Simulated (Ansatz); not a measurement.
Relaxed-ion elastic tensor of BaSi$_{2}$ in space group P6/mmm (No. 191; Si on 2d, Ba on 1a) in GPa (Voigt order), the program Ansatz at the PBEsol level (PAW); density 4.44 g/cm³, 24.14 Å³ per atom.

|  | 1 | 2 | 3 | 4 | 5 | 6 |
|---|---|---|---|---|---|---|
| 1 | 83.8 | 54.1 | 32.6 | 0.0 | 0.0 | 0.0 |
| 2 | 54.1 | 83.8 | 32.6 | 0.0 | 0.0 | 0.0 |
| 3 | 32.6 | 32.6 | 100 | 0.0 | 0.0 | 0.0 |
| 4 | 0.0 | 0.0 | 0.0 | 50.5 | 0.0 | 0.0 |
| 5 | 0.0 | 0.0 | 0.0 | 0.0 | 50.5 | 0.0 |
| 6 | 0.0 | 0.0 | 0.0 | 0.0 | 0.0 | 14.9 |

Q: Is the crystal mechanically stable?

A: Yes: the smallest eigenvalue of C is 14.9 GPa.

Q: Work out the Voigt, Reuss and Hill averages.

A: K_V = 56.3, K_R = 56.3, K_H = 56.3; G_V = 33.1, G_R = 24.6, G_H = 28.9 GPa.

Q: Give Young's modulus, Poisson's ratio, Pugh's ratio and the universal anisotropy index.

A: E = 9KG/(3K + G) = 73.9 GPa; ν = 0.28; K/G = 1.95 (ductile by the Pugh limit of 1.75); A_U = 5G_V/G_R + K_V/K_R − 6 = 1.72.

Q: Estimate the sound speeds and the Debye temperature.

A: v_l = √((K + 4G/3)/ρ) = 4620 m/s, v_t = √(G/ρ) = 2550 m/s, mean 2840 m/s; Θ = (h/k)(3n/4πV)^(1/3) v_m = 293 K.

Q: How much does each axis shrink under pressure?

A: Linear compressibilities β_i = Σ_j S_ij (j = 1 to 3): x 5.8, y 5.8, z 6.2 per TPa.

The workflow started from an entry of the Crystallography Open Database (COD), which files this formula under 2 space groups. Whether it is the stable phase at ambient conditions was not checked. Symmetry was held in the PBEsol relaxation; its stability against distortions is not shown here. As this level gives no gap, shear constants depend on the k-mesh and smearing (Fermi–Dirac, 0.1 eV here). On the denser mesh and wider smearing of the elastic run this cell carries a stress of 0.5 GPa. Scalar-relativistic: spin–orbit coupling is off unless named, which matters more the heavier the elements.

Potentials: the later of the program's two PAW sets.
